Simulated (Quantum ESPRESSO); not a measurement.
## Kohn-Sham bands of CdS (zinc blende)

```xyz
2
Lattice="0.0000 2.9430 2.9430 2.9430 0.0000 2.9430 2.9430 2.9430 0.0000" Properties=species:S:1:pos:R:3 pbc="T T T"
Cd     0.0000     0.0000     0.0000
S     -1.4715    -1.4715    -1.4715
```

Cell from Materials Project (mp-2469), symmetrised, no further relaxation. COD (Crystallography Open Database) has the formula in 2 space groups, this one among them (matched by group alone). Level: PBEsol, no spin polarisation, no spin-orbit coupling; pw.x of Quantum ESPRESSO at 82 Ry with PseudoDojo potentials, 10×10×10 k-points, Wannier90. Density: 10×10×10 mesh, Gaussian smearing 0.01 Ry.

Q: List the Kohn-Sham levels between −8 and 3.9 eV relative to the valence-band maximum at the high-symmetry points, as a band run of pw.x on that density gives them (levels within 2 meV counted together).

A: 
```csv
point,k (reciprocal lattice),levels (eV)
Γ,0.000 0.000 0.000,"-7.63 (×3), -7.18 (×2), 0.00 (×3), 0.95"
X,-0.500 -0.500 0.000,"-7.42, -7.30 (×2), -7.09, -6.76, -3.89, -1.81 (×2), 3.44"
U,-0.375 -0.375 0.250,"-7.44, -7.35, -7.26, -7.13, -6.63, -3.86, -2.46, -1.47"
K,-0.375 0.000 0.375,"-7.44, -7.35, -7.26, -7.13, -6.63, -3.86, -2.46, -1.47"
L,0.000 0.000 0.500,"-7.51 (×2), -7.14 (×2), -6.82, -4.31, -0.72 (×2), 2.85"
W,-0.500 -0.250 0.250,"-7.41, -7.39, -7.21, -7.17, -6.58, -3.83, -2.19, -2.13"
```
